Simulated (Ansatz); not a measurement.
CsSnI3:
```yaml
crystal:
  lattice:
    - [6.27145, 0.00000, 0.00000]
    - [0.00000, 6.27145, 0.00000]
    - [0.00000, 0.00000, 6.27145]
  atoms:
    - { symbol: Cs, position: [0.00000, 0.00000, 0.00000] }
    - { symbol: Sn, position: [0.50000, 0.50000, 0.50000] }
    - { symbol: I, position: [0.00000, 0.50000, 0.50000] }
    - { symbol: I, position: [0.50000, 0.50000, 0.00000] }
    - { symbol: I, position: [0.50000, 0.00000, 0.50000] }
```

Relaxed with PBE. Special points in fractions of this cell's reciprocal vectors: Γ (0.000, 0.000, 0.000); X (0.000, 0.500, 0.000); M (0.500, 0.500, 0.000); R (0.500, 0.500, 0.500).

Problem. List the band energies nearest the valence-band maximum at these points for PBE (plane waves, PAW; program Ansatz).

Solution. In eV from the valence-band maximum; about four levels below and three above (degenerate sets whole), none deeper than 8.9 eV; points with the same levels are listed once.

```tsv
k	below	above
Γ	-2.16 -2.16 -2.16 -2.01 -2.01 -2.01	2.31 3.30 3.30
X	-2.31 -2.12 -2.12 -1.48	1.20 3.80 4.04
M	-2.45 -2.45 -2.37 -1.61 -0.73	0.89 0.89 3.98
R	-1.59 -1.59 -1.59 0.00	0.46 0.46 0.46
```

Space group Pm-3m (cubic perovskite). This is a known high-temperature phase of the composition, computed here at zero pressure and temperature. The PBE relaxation kept the symmetry of its start; whether a distortion lowers the energy is not shown. The volume moved by 18 % from the start of the relaxation. Scalar-relativistic: spin–orbit coupling is off unless named, which matters more the heavier the elements.

Potentials: the later of the program's two PAW sets.
